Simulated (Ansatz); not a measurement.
This cell of Zr (hcp, Mg type) is off equilibrium:

```xyz
2
Lattice="3.1842 0.0000 0.0000 -1.5921 2.7576 0.0000 0.0000 0.0000 5.1167" Properties=species:S:1:pos:R:3 pbc="T T T"
Zr    -0.0905     1.7479     3.8375
Zr     1.5921     0.9192     1.2792
```

The numbers are results of PBEsol (plane waves to 420 eV, PAW, scalar-relativistic; Ansatz, a first-principles code), not measurements. k mesh 14×14×8 (Γ-centred), Fermi-Dirac smearing 0.05 eV. Energies are smeared free energies. Stress and pressure are positive under compression. With partly filled bands, energies and forces of such displacements shift with the k mesh and the smearing. Zr is run without spin polarisation. Zr was relaxed with its symmetry unable to fall.

**Question.** Predict the force on every atom, in eV/Å.

**Answer.** 
```json
[
 {"atom": "Zr1", "Fx": "0.066", "Fy": "0.064", "Fz": "0.000"},
 {"atom": "Zr2", "Fx": "-0.066", "Fy": "-0.064", "Fz": "0.000"}
]
```

**Question.** What is the stress tensor (GPa)?

**Answer.** 
```
    0.4      0.6      0.0
    0.6     -0.7      0.0
    0.0      0.0      0.0
```
The pressure, a third of the trace, is -0.1 GPa.

**Question.** In it atom 1 sits (-0.091, -0.091, 0.000) Å away from its relaxed site. What is its energy relative to the relaxed cell?

**Answer.** 5.6 meV/cell.

(A displaced cell: forces are minus the slopes of the energy, force constants its curvatures, and phonons follow from these.)
